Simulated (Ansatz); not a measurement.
Task: Each is relaxed and computed with plane-wave PAW r²SCAN (Ansatz code). Which is the only metal?
A) Sr3BiN, anti-perovskite
B) Ta3N5, Cmcm (Pearson symbol oS32)
C) SrBiIO2, Cmcm (Sr on 4c, Bi on 4c, I on 4c, O on 8e)
D) SrSi, Cmcm (Sr on 4c, Si on 4c)

Result: D, SrSi, Cmcm (Sr on 4c, Si on 4c). SrSi: metal; SrBiIO2: gap 3.34 eV (indirect); Ta3N5: gap 1.59 eV (indirect); Sr3BiN: gap 0.60 eV (direct). Standing as an ambient phase not checked: SrSi, Cmcm (Sr on 4c, Si on 4c); SrBiIO2, Cmcm (Sr on 4c, Bi on 4c, I on 4c, O on 8e); Ta3N5, Cmcm (Pearson symbol oS32); Sr3BiN, anti-perovskite. All cells were relaxed under the symmetry of their starts (and spin orders); stability against distortions was not tested throughout. Rows with no word on spin ran without spin polarisation. Scalar-relativistic: spin–orbit coupling is off unless named, which matters more the heavier the elements.

Potentials: the later of the program's two PAW sets.
